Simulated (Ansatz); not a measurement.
TaRu:
Space group P4/mmm (No. 123); a = 3.0215 Å, b = 3.0215 Å, c = 3.3925 Å, α = 90.00°, β = 90.00°, γ = 90.00°

```json
[
 {"atom": "Ta", "site": "1d", "symmetry": "4/mmm", "x": "0.5000", "y": "0.5000", "z": "0.5000"},
 {"atom": "Ru", "site": "1a", "symmetry": "4/mmm", "x": "0.0000", "y": "0.0000", "z": "0.0000"}
]
```

Relaxed with PBEsol.

Task: Which orbitals make up the states near the Fermi level in the program Ansatz at the PBEsol level (PAW)?

Result: Within 0.5 eV of the Fermi level: Ta 5d 50 %, Ru 4d 41 %. Projections are on Löwdin-orthogonalised atomic valence shells; empty p or d shells of many metals are not among them.

Task: Tabulate the density of states.

Result: States/eV per cell of 2 atoms, in 0.25 eV bins, energy from the Fermi level.

| E (eV) | total | Ru 4d | Ta 5d | Ta 6s |
|---|---|---|---|---|
| -7.85 | 0.12 | 0.00 | 0.00 | 0.06 |
| -7.60 | 0.15 | 0.00 | 0.00 | 0.07 |
| -7.35 | 0.18 | 0.00 | 0.00 | 0.08 |
| -7.10 | 0.21 | 0.01 | 0.01 | 0.10 |
| -6.85 | 0.24 | 0.01 | 0.01 | 0.11 |
| -6.60 | 0.29 | 0.02 | 0.02 | 0.13 |
| -6.35 | 0.36 | 0.03 | 0.04 | 0.15 |
| -6.10 | 0.71 | 0.19 | 0.12 | 0.23 |
| -5.85 | 1.38 | 0.51 | 0.35 | 0.33 |
| -5.60 | 1.77 | 0.71 | 0.53 | 0.34 |
| -5.35 | 1.92 | 0.87 | 0.60 | 0.26 |
| -5.10 | 2.20 | 1.11 | 0.71 | 0.22 |
| -4.85 | 2.55 | 1.38 | 0.84 | 0.11 |
| -4.60 | 2.49 | 1.38 | 0.87 | 0.06 |
| -4.35 | 2.28 | 1.29 | 0.79 | 0.03 |
| -4.10 | 1.88 | 1.13 | 0.65 | 0.01 |
| -3.85 | 2.25 | 1.51 | 0.65 | 0.01 |
| -3.60 | 3.18 | 2.21 | 0.86 | 0.01 |
| -3.35 | 3.18 | 2.13 | 0.94 | 0.01 |
| -3.10 | 2.35 | 1.57 | 0.67 | 0.02 |
| -2.85 | 2.78 | 1.89 | 0.70 | 0.04 |
| -2.60 | 3.34 | 2.22 | 0.81 | 0.07 |
| -2.35 | 3.40 | 2.18 | 0.90 | 0.10 |
| -2.10 | 2.74 | 1.63 | 0.76 | 0.14 |
| -1.85 | 1.77 | 0.98 | 0.51 | 0.11 |
| -1.60 | 1.55 | 1.00 | 0.34 | 0.07 |
| -1.35 | 1.15 | 0.72 | 0.26 | 0.06 |
| -1.10 | 0.75 | 0.39 | 0.22 | 0.04 |
| -0.85 | 0.57 | 0.24 | 0.22 | 0.03 |
| -0.60 | 0.93 | 0.45 | 0.35 | 0.03 |
| -0.35 | 1.45 | 0.71 | 0.57 | 0.05 |
| -0.10 | 1.80 | 0.72 | 0.89 | 0.06 |
| 0.15 | 2.27 | 0.86 | 1.23 | 0.05 |
| 0.40 | 2.19 | 0.83 | 1.23 | 0.04 |
| 0.65 | 2.32 | 0.95 | 1.26 | 0.04 |
| 0.90 | 2.58 | 1.04 | 1.40 | 0.04 |
| 1.15 | 2.25 | 0.82 | 1.27 | 0.03 |
| 1.40 | 2.08 | 0.68 | 1.18 | 0.02 |
| 1.65 | 3.20 | 1.00 | 1.91 | 0.02 |
| 1.90 | 2.15 | 0.59 | 1.31 | 0.02 |
| 2.15 | 1.52 | 0.36 | 0.94 | 0.02 |
| 2.40 | 1.08 | 0.22 | 0.72 | 0.02 |
| 2.65 | 1.06 | 0.19 | 0.76 | 0.03 |
| 2.90 | 1.11 | 0.19 | 0.82 | 0.03 |
| 3.15 | 1.32 | 0.21 | 0.97 | 0.06 |
| 3.40 | 1.41 | 0.23 | 1.03 | 0.05 |
| 3.65 | 1.70 | 0.31 | 1.23 | 0.06 |
| 3.90 | 1.70 | 0.34 | 1.20 | 0.05 |
| 4.15 | 1.76 | 0.36 | 1.24 | 0.06 |
| 4.40 | 1.71 | 0.34 | 1.20 | 0.06 |
| 4.65 | 0.81 | 0.16 | 0.49 | 0.06 |

The first step of the workflow began from a Materials Project structure, measured or hypothetical; the Crystallography Open Database files this formula in space group No. 123, but the cells were not matched. Whether it is the stable phase at ambient conditions was not checked. The cell was relaxed with PBEsol under the symmetry of its start; of distortions, only those at the zone centre were tested. No spin polarisation was allowed. Axis ratios of metals converge slowly with the k-mesh, so a and c are less sure than the volume. Spin–orbit coupling is left out wherever it is not named.

Potentials: the later of the program's two PAW sets.
